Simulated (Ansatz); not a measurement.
Input for Ansatz (plane-wave DFT, PAW):

```yaml
crystal:
  lattice:
    - [3.2327904498, 0.0, 0.0]
    - [0.0, 3.2327904498, 0.0]
    - [0.0, 0.0, 3.2327904498]
  atoms:
    - { symbol: Al, position: [0.0, 0.0, 0.0] }
    - { symbol: C, position: [0.0, 0.5, 0.5] }
    - { symbol: C, position: [0.5, 0.0, 0.5] }
    - { symbol: C, position: [0.5, 0.5, 0.0] }
basis:
  ecutwfc: 420
kpoints:
  mp_grid: { grid: [14, 14, 14] }
hamiltonian:
  xc: pbesol
scf:
  occupations: { method: gaussian, width: 0.1 }
output:
  forces: true
  stress: true
  eigenvalues: true
  write_density: true
  write_potential: true
  elf: true
  volumetric_format: npy
```

Command:
```bash
ansatz run input.yaml --threads 1 --pin off --max-ram 1331MiB --backend cpu --events-out ev --progress --plain --runs-dir out
```

Computed with DFT PBEsol, scalar-relativistic, plane waves, PAW in Ansatz.

Part of what the program printed, abridged:

```
Pseudopotentials: kind: paw
Pseudopotential: Al, paw, valence charge 3, recommended cutoff 420 eV (normal)
Pseudopotential: C, paw, valence charge 4, recommended cutoff 420 eV (normal)
Functional definition: PBEsol
Crystal: 4 atoms, lattice volume = 33.786 Å³
Basis set: ecut = 420 eV, 691 PW (Γ), exchange–correlation on 48×48×48 points (8 copies of the dense FFT grid, shifted against one another)
Bands: 12, of which v1, the nominal top of the filled ones, is band 8 counted from 1 (7 counted from 0)
Symmetry: 48 space group operations
Space group: Pm-3m (ITA 221), of the structure as read, at distance tolerance 3.2e-5 Å
k-points: 120 of 2744
Initial density: superposition of atomic densities (neutral atoms: chi_scale 0, normalization atom), corrected by the library's trained network
Initial wavefunctions: pseudopotential atomic-orbital guess
Functional: x = pbesol(κ = 0.804, μ = 0.12345679), c = pbesol(β = 0.046)
SCF iter   1: F=—  HF=-1253.982334 eV  |F-HF|=—  |Δ(HF+E_count)|=         —  Δρ=1.03e-2  dr2=2.41e-2  ethr=1.77e-3  ⟨swp⟩=5.2  Hψ=8403  notcnv=0
SCF iter   2: F=—  HF=-1253.975933 eV  |F-HF|=—  |Δ(HF+E_count)|=   6.40e-3  Δρ=5.43e-3  dr2=7.44e-3  ethr=1.61e-4  ⟨swp⟩=1.0  Hψ=2400  notcnv=0
SCF iter   3: F=—  HF=-1253.972936 eV  |F-HF|=—  |Δ(HF+E_count)|=   3.00e-3  Δρ=4.23e-4  dr2=1.93e-5  ethr=4.96e-5  ⟨swp⟩=2.6  Hψ=2293  notcnv=0
SCF iter   4: F=—  HF=-1253.972931 eV  |F-HF|=—  |Δ(HF+E_count)|=   4.71e-6  Δρ=7.75e-5  dr2=1.28e-6  ethr=1.29e-7  ⟨swp⟩=2.4  Hψ=2111  notcnv=0
SCF iter   5: F=-1253.972931 eV  HF=-1253.972931 eV  |F-HF|=2.32e-8  |Δ(HF+E_count)|=   1.60e-7  Δρ=7.94e-6  dr2=3.45e-8  ethr=8.53e-9  ⟨swp⟩=2.0  Hψ=2229  notcnv=0
SCF iter   6: F=-1253.972931 eV  HF=-1253.972931 eV  |F-HF|=6.82e-12  |Δ(HF+E_count)|=   1.34e-8  Δρ=7.91e-7  dr2=9.22e-11  ethr=2.30e-10  ⟨swp⟩=5.7  Hψ=8066  notcnv=0
SCF 1 converged in 6 iterations: F = -1253.972931 eV  dr2 = 9.22e-11
SCF converged after 6 iterations
Free energy (F): -1253.972931 eV
Harris-Foulkes:  -1253.972931 eV  (|F-HF|=6.82e-12)
Internal energy: -1253.963267 eV  (E = F + TS)
E sigma→0 (E₀):  -1253.968099 eV
Entropy (-TS):   -0.009664 eV (-2.416 meV/atom)
Fermi energy:    10.692895 eV
--- Per-component energies (eV) ---
  E_band       = 58.462096
  E_kinetic    = 265.997513
  E_local      = -160.390944  (includes V_loc(G=0)·N_el)
  E_nonlocal   = 93.339197
  E_hartree    = 39.799833
  E_xc         = -179.428926
  E_vxc        = -203.119351  (∫ρ·V_xc dr)
  E_paw        = -735.224413  (= ΣΔE_a)
  E_vpaw       = -16.963982  (= ΣTr[D̂ρ^β])
  E_aug_tail   = 0.000005  (compensation charges beyond the density's cutoff)
  E_ewald      = -578.137972
  E_core_change = 0.082441  (= ΣΔE_core)
  E_smearing   = -0.009664  (= −TS)
--- Forces (eV/Å), atoms counted from 1 ---
  atom   1  Al     0.00000000     0.00000000     0.00000000
  atom   2  C      0.00000000     0.00000000     0.00000000
  atom   3  C      0.00000000     0.00000000     0.00000000
  atom   4  C      0.00000000     0.00000000     0.00000000
--- Stress (GPa, compression-positive) ---
       -8.586150       0.000000       0.000000
        0.000000      -8.586150       0.000000
        0.000000       0.000000      -8.586150
  P = ⅓ Tr σ = -8.5861 GPa (-85.861 kbar)
--- Band table (eV; the first three rows and the last of 120) ---
  k-point 0: bands = ["-6.5674", "4.0896", "4.0896", "4.8212", "4.8212", "4.8212", "12.0297", "12.0297", "12.0297", "12.4734", "14.9027", "14.9027"]
  k-point 1: bands = ["-6.5055", "3.1591", "4.1302", "4.8786", "4.8786", "5.6763", "11.8534", "11.9265", "11.9265", "12.6811", "14.7522", "14.8055"]
  k-point 2: bands = ["-6.3205", "1.9253", "4.2494", "5.0487", "5.0487", "6.6878", "11.3820", "11.5961", "11.5961", "13.2896", "14.3365", "14.6031"]
  k-point 119: bands = ["0.8336", "0.8336", "0.8336", "2.8661", "3.0170", "3.0170", "3.0170", "9.4455", "15.7114", "15.7114", "15.7114", "16.1653"]
```

The calculation finished and met its thresholds.